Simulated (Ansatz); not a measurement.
GaSb (zinc blende)

```
CELL_PARAMETERS angstrom
      0.00000     3.10704     3.10704
      3.10704     0.00000     3.10704
      3.10704     3.10704     0.00000
ATOMIC_POSITIONS crystal
  Sb 0.75000 0.75000 0.75000
  Ga 0.00000 0.00000 0.00000
```

The slice is a {110} plane (indices of the conventional cell) through the point (0.750, 0.750, 0.750) (fractional), spanned by u = [100] and v = [1 -1 -1] in vectors of this cell: u (4.39 Å) and v (6.21 Å, at 90° to u). It covers one period; positions are fractions (u, v).

The numbers are results of PBE (plane waves to 420 eV, PAW, scalar-relativistic; Ansatz, a program for electronic structure), not measurements. k mesh 13×13×13. Inside the PAW spheres the values are not all-electron values, and peaks at nuclei hang on which shells count as valence. At this level the bands of GaSb touch or barely overlap; measurements give the solid a gap. GaSb was relaxed with its symmetry unable to fall. Spin-orbit coupling is left out, though Sb is heavy. The PAW data are Ansatz's earlier set.

Question: The ELF has a maximum in the middle third of the Sb–Ga line. Where, and how high?

Answer: 0.71, 1.3 Å from Sb.

Question: What is the valence density on the shortest Sb–Ga line in this plane (2.69 Å), at its minimum between the atoms?

Answer: 0.38 e/Å³.

Question: What is the ELF at the density minimum of the shortest Sb–Ga line in this plane (2.69 Å)?

Answer: 0.6.

Question: Predict the map of the electron localisation function (ELF) on the slice.

Answer: 
```tsv
v \ u	0.00	0.10	0.20	0.30	0.40	0.50	0.60	0.70	0.80	0.90
0.86	0.37	0.44	0.68	0.49	0.27	0.19	0.27	0.49	0.68	0.44
0.71	0.30	0.34	0.37	0.28	x	x	x	0.28	0.37	0.34
0.57	0.01	0.03	0.11	0.26	0.30	0.29	0.30	0.26	0.11	0.03
0.43	0.01	0.01	0.02	0.04	0.07	0.09	0.07	0.04	0.02	0.01
0.29	0.30	0.24	0.11	0.03	0.01	0.01	0.01	0.03	0.11	0.24
0.14	0.37	0.41	0.47	0.37	0.10	0.03	0.10	0.37	0.47	0.41
0.00	x	x	0.37	0.59	0.42	0.26	0.42	0.59	0.37	x
```

Values: electron localisation function (ELF). Points within 0.5 Å of a nucleus are blanked (x), as the pseudised field means little there.
